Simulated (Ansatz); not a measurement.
# Y: energy along a strain

Y, P6_3/mmc, a = 3.651 Å, c = 5.747 Å (as given, not relaxed at this level: -2.3 GPa). Ansatz: PBEsol, PAW, 420 eV, Γ-centred 18×18×8 mesh on 2 atoms, Gaussian smearing 0.15 eV; no spin polarisation. Cell vectors (Å): 3.651 0.000 0.000; -1.826 3.162 0.000; 0.000 0.000 5.747. The cell is strained by x per cent times the pattern (0 0 0 1 0 0) in the order xx yy zz yz xz xy (engineering shears), with fractional coordinates held. y is the free energy over the start, V0 = 33.183 Å³/atom. Symmetry makes y even in x.

| x (%) | y (meV/atom) |
| --- | --- |
| -6.00 | 8.29 |
| -3.00 | 2.08 |
| 0.00 | 0.00 |
| 0.75 | 0.13 |
| 1.50 | 0.52 |
| 2.25 | 1.17 |
| 3.75 | 3.24 |
| 4.50 | 4.67 |
| 5.25 | ? |

Q: Fit y = c2 x² + c4 x⁴ to the other rows, get the stiffness along the pattern, and predict the missing energy.

A: Least squares on the rows shown. y = 0.2310 x² − 1.885×10⁻⁵ x⁴. The clamped-ion stiffness p·C·p = 2 × 2.310 eV × 160.2 / 33.183 Å³ = 22 GPa, which is C44 in these axes (second derivative at the start, which stands under stress). At x = 5.25 the fit asked for gives 6.35 meV/atom. The run gave 6.35 meV/atom, the same to the digits shown.